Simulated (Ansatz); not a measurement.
ScTaN2:
```cif
data_N4Sc2Ta2
_chemical_formula_sum 'Sc2 Ta2 N4'
_space_group_name_H-M_alt 'P63/mmc'
_space_group_IT_number 194
_space_group_name_Hall '-P 6c 2c'
_cell_length_a 3.05789
_cell_length_b 3.05789
_cell_length_c 10.59009
_cell_angle_alpha 90.000
_cell_angle_beta 90.000
_cell_angle_gamma 120.000
loop_
_atom_site_label
_atom_site_type_symbol
_atom_site_symmetry_multiplicity
_atom_site_Wyckoff_symbol
_atom_site_fract_x
_atom_site_fract_y
_atom_site_fract_z
_atom_site_occupancy
Sc1 Sc 2 a 0.00000 0.00000 0.00000 1
Ta1 Ta 2 c 0.33333 0.66667 0.25000 1
N1 N 4 f 0.66667 0.33333 0.12410 1
```

Relaxed at zero pressure with r²SCAN (plane waves, PAW; program Ansatz).

Problem. The volume is lowered by 9 % and shape and atoms relax at that volume. What pressure results, and how do the axes share the change?

Solution. 33.5 GPa; a -3.0 %, b -3.0 %, c -3.2 %; the energy rises by 93 meV/atom.

Problem. Give the new structure.

Solution. 
Space group P6₃/mmc (No. 194); a = b = 2.965 Å, c = 10.253 Å, α = β = 90.00°, γ = 120.00°

```json
[
 {"atom": "Sc", "site": "2a", "symmetry": "-3m.", "x": "0.0000", "y": "0.0000", "z": "0.0000"},
 {"atom": "Ta", "site": "2c", "symmetry": "-6m2", "x": "0.3333", "y": "0.6667", "z": "0.2500"},
 {"atom": "N", "site": "4f", "symmetry": "3m.", "x": "0.6667", "y": "0.3333", "z": "0.1232"}
]
```

The phase is kept; no other phase was compared at this pressure.

Space group P6_3/mmc. The first step of the workflow began from a Materials Project structure, measured or hypothetical; the Crystallography Open Database copy checked does not list it. Its standing as an ambient phase is unchecked. Symmetry was held in the r²SCAN relaxation; whether a distortion lowers the energy is not shown. The run is not spin-polarised. Spin–orbit coupling is left out wherever it is not named.

Potentials: the later of the program's two PAW sets.
